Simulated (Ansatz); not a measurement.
A generated cell, not matched to a known phase here, of NaH: F-43m (No. 216), cF8, zinc blende type; a = b = c = 5.177 Å, α = β = γ = 90.00°; H 4c (0.250, 0.250, 0.250); Na 4a (0.000, 0.000, 0.000). Method: PBEsol (plane waves to 420 eV, PAW, scalar-relativistic; Ansatz, a program for electronic structure). Element references, the lowest calculated here: Na (P6₃/mmc, not the ambient form), H (Pa-3, a generated molecular cell); gases are represented by their molecular solids.

Total energies (eV/atom, σ → 0; comparable only within this code, potentials and settings):

```tsv
phase	E (eV/atom)
NaH (F-43m)	-745.891
Na (P6₃/mmc)	-1475.870
H (Pa-3)	-15.618
```

Question: What is the formation energy of this F-43m form of NaH from the elements?

Answer: E_f = -745.891 − [1 × (-1475.870) + 1 × (-15.618)] / 2 = -0.15 eV/atom (-0.3 eV per formula unit).

A lower structure of this composition may exist.

Static energies, no anion corrections, no zero-point energy. Values are rounded to 0.01 eV/atom. Not shown to be the ambient phase of their composition (a lower form may be missing, and a cell relaxed within its start's symmetry can be a saddle point): NaH (F-43m). The compounds carry no spin polarisation.
